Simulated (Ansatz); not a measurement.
TeO2:
```
CELL_PARAMETERS angstrom
      4.84451     0.00000     0.00000
      0.00000     4.84451     0.00000
      0.00000     0.00000     7.70477
ATOMIC_POSITIONS crystal
  Te 0.02995 0.02995 0.00000
  Te 0.47005 0.52995 0.75000
  Te 0.97005 0.97005 0.50000
  Te 0.52995 0.47005 0.25000
  O  0.26202 0.13884 0.18398
  O  0.36116 0.76202 0.93398
  O  0.73798 0.86116 0.68398
  O  0.63884 0.23798 0.43398
  O  0.76202 0.36116 0.06602
  O  0.86116 0.73798 0.31602
  O  0.23798 0.63884 0.56602
  O  0.13884 0.26202 0.81602
```

Relaxed with r²SCAN. The program Ansatz at the r²SCAN level (PAW) gives a gap of 3.43 eV.

Q: What gap does HSE06 give on the same cell (Ansatz, PAW)?

A: 4.16 eV, 0.73 eV more. The hybrid was solved on a coarser mesh and at special points; its gap is the smallest among all of these.

```tsv
k	v1 r²SCAN	c1 r²SCAN	v1 HSE06	c1 HSE06
Γ	-0.24	3.64	?	?
Z	-0.42	4.33	?	?
M	-0.40	4.03	?	?
A	-0.77	4.56	-0.86	5.36
R	-0.43	4.19	-0.44	4.95
X	-0.14	3.82	?	?
```

Q: Top valence (v1) and lowest conduction level (c1) in eV from each method's valence maximum (which need not be a listed point): supply the withheld HSE06 values.

A: 
- Z, v1 HSE06: -0.47
- Z, c1 HSE06: 5.11
- Γ, v1 HSE06: -0.20
- Γ, c1 HSE06: 4.41
- M, v1 HSE06: -0.41
- M, c1 HSE06: 4.78
- X, v1 HSE06: -0.18
- X, c1 HSE06: 4.57

Cost on shared cores: the r²SCAN run (SCF on a 6×6×4 mesh, then bands and DOS) about 6 core-minutes (a rough figure), the HSE06 run (SCF on 4×4×2, then a few points) roughly 4 core-minutes; the tasks are unlike.

Space group P4_32_12. The workflow started from a Materials Project entry (that database holds measured and hypothetical structures alike); the Crystallography Open Database copy checked does not list it. COD files the formula under space group No. 19, 61, 92, 136, so this cell is another polymorph or a model. Its standing as an ambient phase is unchecked. Symmetry was held in the r²SCAN relaxation; its stability against distortions is not shown here. Scalar-relativistic: spin–orbit coupling is off unless named, which matters more the heavier the elements.

Potentials: the later of the program's two PAW sets.
